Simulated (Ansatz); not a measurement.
Given:

CaP2Ru2:
```xyz
5
Lattice="-2.0226 2.0226 4.9283 2.0226 -2.0226 4.9283 2.0226 2.0226 -4.9283" Properties=species:S:1:pos:R:3 pbc="T T T"
Ca     0.0000     0.0000     0.0000
P      0.0000     0.0000     6.2531
P      0.0000     0.0000     3.6035
Ru     0.0000     2.0226     2.4641
Ru     2.0226     0.0000     2.4641
```

This is the r²SCAN-relaxed structure.

Q: All from r²SCAN (plane waves, PAW; program Ansatz), unless another level is named. Predict the electronic character.

A: metallic (no gap).

Q: Next, the formation energy from the elements (no fitted shifts)?

A: -1.03 eV/atom.

Q: What about the density of states at the Fermi level?

A: 0.25 states/eV per atom (mean over ±0.08 eV).

Space group I4/mmm. The first step of the workflow began from a Materials Project structure, measured or hypothetical; the Crystallography Open Database copy checked does not list it. Whether it is the stable phase at ambient conditions was not checked. The r²SCAN relaxation kept the symmetry of its start; its stability against distortions is not shown here. No spin polarisation was allowed. The references are the lowest solids computed at this level, not always the standard phases. Spin–orbit coupling is left out wherever it is not named.

Potentials: the later of the program's two PAW sets.
